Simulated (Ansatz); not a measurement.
HfN: pressure against volume

HfN, Fm-3m, a = 4.525 Å. Ansatz: r2SCAN, PAW, 500 eV, Γ-centred 16×16×16 mesh on 2 atoms, Gaussian smearing 0.10 eV; no spin polarisation. Symmetry fixes shape and atoms, so the cell is only scaled; pressure is positive in compression.

```tsv
V (Å³/atom)	P (GPa)
10.890	?
11.238	9.14
11.585	-0.02
11.933	-7.85
12.280	-14.54
```

Question: Take V0 = 11.585 Å³/atom, count pressures from its P0 = -0.02 GPa, fit the third-order Birch–Murnaghan form to the other rows, and predict the missing pressure.

Answer: With the Eulerian strain f = ½[(V0/V)^(2/3) − 1] and y = (P − P0)/[3f(1 + 2f)^(5/2)], the form is the line y = B0 + 1.5 B0 (B0′ − 4) f. Rows (f, y): 0.01024, 283.4; -0.00977, 280.7; -0.01905, 280.0. Means f = -0.006193, y = 281.37; Σ(Δf)² = 0.0004481, ΣΔfΔy = 0.05337; the slope is their ratio. y = 282.1 + 119.1 f GPa, so B0 = 282.1 GPa and B0′ = 4 + 2 × (119.1)/(3 × 282.1) = 4.28. At V = 10.890, f = 0.02105, y = 284.61 and P = 19.90 GPa. The run gave 19.86 GPa, so the fit is 0.04 GPa too high, a small miss on the scale of the series. The form still works here, 33 % of the fitted range beyond its end.

The cell has an odd number of electrons and ran without spin polarisation, so a magnetic or disproportionated state may lie lower. Spin–orbit coupling is left out, which can shift energies with elements as heavy as these.